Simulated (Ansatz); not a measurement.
**Ir, first-principles data**

Ir:
Space group Fd-3m, origin choice 1 (No. 227); a = b = c = 5.568 Å, α = β = γ = 90.00°

```tsv
atom	site	symmetry	x	y	z
Ir	8b	-43m	0.5000	0.5000	0.5000
```
(The calculation used a cell of 2 atoms; values per cell refer to that cell.)

Space group Fd-3m (No. 227), diamond; conventional cell a = b = c = 5.568 Å, α = β = γ = 90.00°.

Method: PBE (plane waves, PAW; program Ansatz). Geometry: relaxed at this level of theory. Other levels are named where they apply.

### Cell and energy

| Quantity | Result |
|---|---|
| Volume per atom | 21.58 Å³ |
| Density | 14.79 g/cm³ |

### Electronic structure

| Item | Value |
|---|---|
| Electronic character | metallic (no gap) |
| Density of states at the Fermi level | 1.1 states/eV per atom (mean over ±0.08 eV) |
| Gap with spin–orbit coupling | none (metallic) |

### Mechanics

| Quantity | Value |
|---|---|
| Bulk modulus (Birch–Murnaghan fit) | 184 GPa |
| Pressure derivative B′ | 5.0 |

The start of the workflow was typed in or built on a structure type; neither database checked (COD, Materials Project) lists it. It is not the phase usual at ambient conditions (space group No. 225). The PBE relaxation kept the symmetry of its start; its stability against distortions is not shown here. No spin polarisation was allowed. Scalar-relativistic: spin–orbit coupling is off unless named, which matters more the heavier the elements.

Potentials: the later of the program's two PAW sets.
